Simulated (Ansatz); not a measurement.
Trial structure of Al4O, not yet relaxed:

```
CELL_PARAMETERS angstrom
4.21603 0.00000 0.00000
-2.10801 3.65119 0.00000
0.00000 0.00000 5.61744
ATOMIC_POSITIONS crystal
Al 0.50000 0.00000 0.50000
Al 0.00000 0.50000 0.50000
Al 0.50000 0.50000 0.50000
Al 0.00000 0.00000 0.50000
O 0.00000 0.00000 0.00000
```

Computed with DFT PBE, scalar-relativistic, plane waves, PAW in Ansatz 0.2.0. Settings: cutoff 420 eV, Γ-centred mesh 6×6×4 on the computed 5-atom cell, Gaussian smearing of 0.10 eV; collinear spin from starting moments 0.0 0.0 0.0 0.0 1.0 μB.

The zero of energy is the elements' standard structures at the same level (O₂ as a molecule); no fitted shifts are applied.

Q: How far from equilibrium is it?

A: The pressure is 70.1 GPa (the mean over three directions, positive in compression), the largest force is 0.00 eV/Å (symmetry fixes the atoms), and the energy is +3.16 eV/atom against the elements. The shortest distance is 2.11 Å.

Q: Is it a good guess?

A: A poor one: relaxing gains about 3.4 eV/atom (the start's value is from the coarse mesh, so the gain is rough) in 23 ionic steps and ends at −0.26 eV/atom on the finer mesh. The symmetry stays P6/mmm (No. 191). The volume per atom grows by 9.5 %, from 17.3 to 18.9 Å³. The shortest distance goes from 2.11 Å (Al–Al) to 1.71 Å (Al–O). The ratio c/a of the conventional cell changes by a factor of 0.45. Conventional cell: a = 5.659 Å, c = 3.412 Å. Al on a site of symmetry mmm has 6 Al at 2.83 Å, 4 O at 3.30 Å and 2 Al at 3.41 Å; around Al on a site of symmetry 6/mmm lie 2 O at 1.71 Å and 6 Al at 2.83 Å; around O lie 2 Al at 1.71 Å and 12 Al at 3.30 Å.

The last run used a 12×12×12 mesh for its 5-atom cell and Gaussian smearing of 0.10 eV. The cell is a metal run without spin; a magnetic state may lie lower. The relaxation can't lower the symmetry of the start, and the grade says only how near the guess is to its own end. A later test with randomly moved atoms led to a structure 324 meV/atom lower, so this end is a saddle point or a shallow minimum.
